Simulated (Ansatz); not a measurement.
WC2:
```
WC2
1.0
    3.25423     0.00000     0.00000
   -1.62711     2.81824     0.00000
    0.00000     0.00000     9.10512
W C
2 4
Direct
  0.33333   0.66667   0.25000
  0.66667   0.33333   0.75000
  0.33333   0.66667   0.84421
  0.66667   0.33333   0.34421
  0.66667   0.33333   0.15579
  0.33333   0.66667   0.65579
```

Relaxed with PBE+D3(BJ). Special points in fractions of this cell's reciprocal vectors: Γ (0.000, 0.000, 0.000); M (0.500, 0.000, 0.000); K (0.333, 0.333, 0.000); A (0.000, 0.000, 0.500); L (0.500, 0.000, 0.500); H (0.333, 0.333, 0.500).

### Question
List the band energies nearest the Fermi level at these points for the program Ansatz at the PBE+D3(BJ) level (PAW).

### Answer
In eV from the Fermi level; about four levels below and three above (degenerate sets whole), none deeper than 8.9 eV; points with the same levels are listed once.

```
k                    below                          above
-  -----------------------  -----------------------------
Γ  -1.47 -1.47 -1.34 -1.34                 3.44 3.47 4.70
M  -2.31 -1.59 -1.55 -1.23                 0.54 1.55 1.60
K  -1.67 -1.67 -0.53 -0.49            0.69 0.69 0.73 0.73
A  -1.41 -1.41 -1.41 -1.41  3.43 3.43 5.38 5.38 5.38 5.38
L  -2.35 -2.35 -1.10 -1.10            0.95 0.95 1.58 1.58
H  -1.75 -1.75 -0.51 -0.51            0.48 0.48 0.97 0.97
```

Space group P6_3/mmc. The start of the workflow was typed in or built on a structure type; neither database checked (COD, Materials Project) lists it. Whether it is the stable phase at ambient conditions was not checked. Symmetry was held in the PBE+D3(BJ) relaxation; its stability against distortions is not shown here. No spin polarisation was allowed. Its formation energy is positive at this level, so the cell may be metastable or incomplete. Scalar-relativistic: spin–orbit coupling is off unless named, which matters more the heavier the elements.

Potentials: the earlier of the program's two PAW sets.
